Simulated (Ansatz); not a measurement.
# Br started on an O site next to a La vacancy in cubic perovskite LaGaO3, 9 atoms, charge +1

A calculation with Ansatz 0.2.0 (PAW, plane waves); the settings stand in the input.

Input:

```yaml
crystal:
  lattice:
    - [7.729308, 0.000000, 0.000000]
    - [0.000000, 3.864654, 0.000000]
    - [0.000000, 0.000000, 3.864654]
  atoms:
    - { symbol: La, position: [0.006866, 0.021209, 0.993061] }
    - { symbol: Ga, position: [0.253964, 0.495254, 0.492557], spin: 0.333 }
    - { symbol: Ga, position: [0.753309, 0.503827, 0.494831], spin: 0.333 }
    - { symbol: O, position: [0.244944, 0.517277, 0.013779] }
    - { symbol: O, position: [0.755605, 0.492108, 0.001741] }
    - { symbol: O, position: [0.012117, 0.495775, 0.504011] }
    - { symbol: O, position: [0.253019, 0.987804, 0.507982] }
    - { symbol: O, position: [0.747848, 0.995795, 0.496524] }
    - { symbol: Br, position: [0.499327, 0.479270, 0.503621], spin: 0.333 }
kpoints:
  mp_grid: { grid: [2, 2, 2], shift: [0.5, 0.5, 0.5] }
hamiltonian:
  xc: pbesol
total_charge: 1
magnetization:
  spin_polarized: true
scf:
  occupations: { method: gaussian, width: 0.01 }
  max_iter: 70
  n_extra_bands: 0
output:
  forces: true
  eigenvalues: true
  stress: true
  write_density: true
  write_potential: true
  elf: true
  volumetric_format: npy
```

Command:

```sh
ansatz run in.yaml --threads 8 --pin off --max-ram 13300MiB --runs-dir r --events-out ev --progress --plain
```

The output:

```
Error: inconsistent input (scf.n_extra_bands, scf.occupations.method): n_bands = 37 leaves no empty band above the 37 bands per channel that the deck's 73 electrons occupy, and the occupations search for the Fermi level (a smearing at a finite width, or tetrahedra): a level found among occupied bands alone can fill a metal as an insulator; raise scf.n_extra_bands until at least 38 bands are solved
```

The program refused the input.
